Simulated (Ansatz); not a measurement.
## SrVO3: a fit and a missing row

SrVO3, Pm-3m, a = 3.841 Å. The structure is a COD entry; whether it is the stable form wasn't checked. Ansatz: r2SCAN, PAW, 500 eV, Γ-centred 10×10×10 mesh on 5 atoms, Gaussian smearing 0.10 eV; collinear spin, largest moment 0.8 μB. Symmetry fixes shape and atoms, so the cell is only scaled; pressure is positive in compression.

| V (Å³/atom) | P (GPa) |
| --- | --- |
| 10.653 | 12.13 |
| 10.993 | 6.39 |
| 11.333 | 0.01 |
| 11.673 | ? |
| 12.013 | -10.08 |

**Question.** Take V0 = 11.333 Å³/atom, count pressures from its P0 = 0.01 GPa, fit the third-order Birch–Murnaghan form to the other rows, and predict the missing pressure.

**Answer.** With the Eulerian strain f = ½[(V0/V)^(2/3) − 1] and y = (P − P0)/[3f(1 + 2f)^(5/2)], the form is the line y = B0 + 1.5 B0 (B0′ − 4) f. Rows (f, y): 0.02106, 173.0; 0.01026, 197.0; -0.01905, 194.6. Means f = 0.004090, y = 188.20; Σ(Δf)² = 0.0008615, ΣΔfΔy = -0.3517; the slope is their ratio. y = 189.9 − 408.3 f GPa, so B0 = 189.9 GPa and B0′ = 4 + 2 × (-408.3)/(3 × 189.9) = 2.57. At V = 11.673, f = -0.00976, y = 193.89 and P = -5.39 GPa. The run gave -5.44 GPa, so the fit is 0.05 GPa too high, within the rms miss on the fitted rows (0.41 GPa). Note that the largest moment runs from 0.36 to 0.86 μB along the series.

The largest moment runs from 0.36 to 0.86 μB along the series, so B0 and B0′ hold the change of the moment too.

The state reached may not be the lowest one. The cell holds one magnetic atom, so it can only be ferromagnetic; an antiferromagnetic order may lie lower.

Symmetry holds off the tilts and polar distortions that many cubic perovskites undergo.

Cost: 5 runs of about 7 core-minutes in all, on Arm Neoverse N1 (shared hosts).